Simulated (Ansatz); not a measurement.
CuPd (CsCl type)

```
CuPd
1.0
    2.92976     0.00000     0.00000
    0.00000     2.92976     0.00000
    0.00000     0.00000     2.92976
Cu Pd
1 1
Cartesian
  0.00000   0.00000   0.00000
  1.46488   1.46488   1.46488
```

The slice is a {110} plane (indices of the conventional cell) through the point (0.500, 0.500, 0.500) (fractional), spanned by u = [100] and v = [011] in vectors of this cell: u (2.93 Å) and v (4.14 Å, at 90° to u). It covers one period; positions are fractions (u, v).

Calculation: LDA (plane waves to 420 eV, PAW, scalar-relativistic; Ansatz, a quantum-chemistry and plane-wave program). k mesh 16×16×16. These are valence fields of a PAW run, semicore shells included where kept as valence: close to a nucleus they are smooth pseudo fields. CuPd is run without spin polarisation. CuPd was relaxed with its symmetry unable to fall.

### Question
What is the valence density on the shortest Cu–Pd line in this plane (2.54 Å), at its minimum between the atoms?

### Answer
0.34 e/Å³.

### Question
What is the ELF at the density minimum of the shortest Cu–Pd line in this plane (2.54 Å)?

### Answer
0.2.

### Question
Predict the map of the electron localisation function (ELF) on the slice.

### Answer
```
v \ u  0.00  0.14  0.29  0.43  0.57  0.71  0.86
-----  ----  ----  ----  ----  ----  ----  ----
0.90      x  0.54  0.33  0.20  0.20  0.33  0.54
0.80   0.42  0.34  0.22  0.21  0.21  0.22  0.34
0.70   0.20  0.21  0.17  0.17  0.17  0.17  0.21
0.60   0.21  0.17  0.20     x     x  0.20  0.17
0.50   0.20  0.16  0.25     x     x  0.25  0.16
0.40   0.21  0.17  0.20     x     x  0.20  0.17
0.30   0.20  0.21  0.17  0.17  0.17  0.17  0.21
0.20   0.42  0.34  0.22  0.21  0.21  0.22  0.34
0.10      x  0.54  0.33  0.20  0.20  0.33  0.54
0.00      x     x  0.42  0.20  0.20  0.42     x
```

Values: electron localisation function (ELF). Points within 0.5 Å of a nucleus are blanked (x), as the pseudised field means little there.
